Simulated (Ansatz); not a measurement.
Relaxed-ion elastic tensor of Au (hcp (Mg type), P6_3/mmc) in GPa (Voigt order), PBEsol (plane waves, PAW; program Ansatz); density 19.20 g/cm³, 17.03 Å³ per atom.

```
 214   165   140   0.0   0.0   0.0
 165   214   140   0.0   0.0   0.0
 140   140   238   0.0   0.0   0.0
 0.0   0.0   0.0  27.3   0.0   0.0
 0.0   0.0   0.0   0.0  27.3   0.0
 0.0   0.0   0.0   0.0   0.0  24.2
```

Problem. Is the crystal mechanically stable?

Solution. Yes: the smallest eigenvalue of C is 24.2 GPa.

Problem. Work out the Voigt, Reuss and Hill averages.

Solution. K_V = 173, K_R = 173, K_H = 173; G_V = 30.5, G_R = 28.4, G_H = 29.4 GPa.

Problem. Give Young's modulus, Poisson's ratio, Pugh's ratio and the universal anisotropy index.

Solution. E = 9KG/(3K + G) = 83.5 GPa; ν = 0.42; K/G = 5.87 (ductile by the Pugh limit of 1.75); A_U = 5G_V/G_R + K_V/K_R − 6 = 0.37.

Problem. Estimate the sound speeds and the Debye temperature.

Solution. v_l = √((K + 4G/3)/ρ) = 3320 m/s, v_t = √(G/ρ) = 1240 m/s, mean 1400 m/s; Θ = (h/k)(3n/4πV)^(1/3) v_m = 163 K.

Problem. How much does each axis shrink under pressure?

Solution. Linear compressibilities β_i = Σ_j S_ij (j = 1 to 3): x 1.9, y 1.9, z 1.9 per TPa.

The workflow started from an entry of the Crystallography Open Database (COD), which files this formula under 2 space groups. It is not the phase usual at ambient conditions (space group No. 225). The cell was relaxed with PBEsol under the symmetry of its start; whether a distortion lowers the energy is not shown. As this level gives no gap, shear constants depend on the k-mesh and smearing (Fermi–Dirac, 0.1 eV here). On the denser mesh and wider smearing of the elastic run this cell carries a stress of 0.8 GPa. Scalar-relativistic: spin–orbit coupling is off unless named, which matters more the heavier the elements.

Potentials: the later of the program's two PAW sets.
